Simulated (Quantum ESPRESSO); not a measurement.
Ga4O4NF, convergence and cost over cutoff and k mesh

Simulated, not a measurement. The program is pw.x of Quantum ESPRESSO 7.5 (plane-wave density functional theory). The cell is made up: 10 atoms on a corundum lattice, with randomly drawn elements, strain and displacements, not relaxed. PseudoDojo standard norm-conserving files (v0.5 for PBE, v0.4.1 for LDA and PBEsol) set the functional; there is no spin polarisation, spin-orbit coupling or dispersion term, and the masses in the input are unused placeholders.

Input of the run in row 4:

```
&control calculation='scf', pseudo_dir='./dojo.nc.sr.pbe.v0_5.standard.upf', outdir='./o', disk_io='medium', tprnfor=.true., tstress=.true. /
&system ibrav=0, nat=10, ntyp=4, nbnd=50, ecutwfc=84.00895049, nosym=.true., tot_charge=0,
 occupations='smearing', smearing='fd', degauss=0.0018374661
/
&electrons conv_thr=7.350e-09, electron_maxstep=60, /
ATOMIC_SPECIES
F 1.0 F.upf
Ga 1.0 Ga.upf
N 1.0 N.upf
O 1.0 O.upf
CELL_PARAMETERS angstrom
2.5102 1.4055 4.4218
-2.5403 1.4285 4.4311
0.0049 -2.8597 4.4347
ATOMIC_POSITIONS angstrom
Ga 0.0393 0.0609 4.625
Ga 0.0245 -0.0077 2.0268
Ga -0.0921 -0.0552 8.6599
Ga 0.0033 0.0386 11.3338
O -0.9858 1.4609 7.8482
O -0.7793 -1.6757 7.7647
O 1.702 0.1348 7.7238
O 0.9777 -1.4696 5.5427
N 0.785 1.6503 5.5092
F -1.7695 -0.192 5.5647
K_POINTS automatic
5 5 5 1 1 1
```

The same cell was run at these settings. Meshes are shifted by half a step, and differences are from the last row, which is itself not exact.

```
cutoff (eV)     k mesh  k points solved  threshold (eV)  free energy less the last row's (eV)  pressure (GPa)  largest stress difference (GPa)  largest force difference (eV/Å)  iterations  wall time (s)  k-point pools              processor
        800  2 x 2 x 2                4           1e-04                                 4.403          -46.37                            69.00                            0.061           9             29              1  AMD EPYC, Zen 5 class
       1143  2 x 2 x 2                4           1e-07                                 0.041           21.77                             0.39                            0.051          13             75              1  AMD EPYC, Zen 5 class
        741  5 x 5 x 5               63           1e-07                                11.595         -129.31                           151.11                            0.114          13            113              4      Intel Xeon, older
       1143  5 x 5 x 5               63           1e-07                                 0.003           21.63                             0.00                            0.000          13            784              1  AMD EPYC, Zen 5 class
       1437  7 x 7 x 7              172           1e-07                                 0.000           21.63                             0.00                            0.000          13           1478              4      Intel Xeon, older
```

Each pool is one process. Wall times include start-up and a band step at six k points, which weighs most on the coarsest meshes. The runs were on shared virtual cores whose load varied, so times are rough.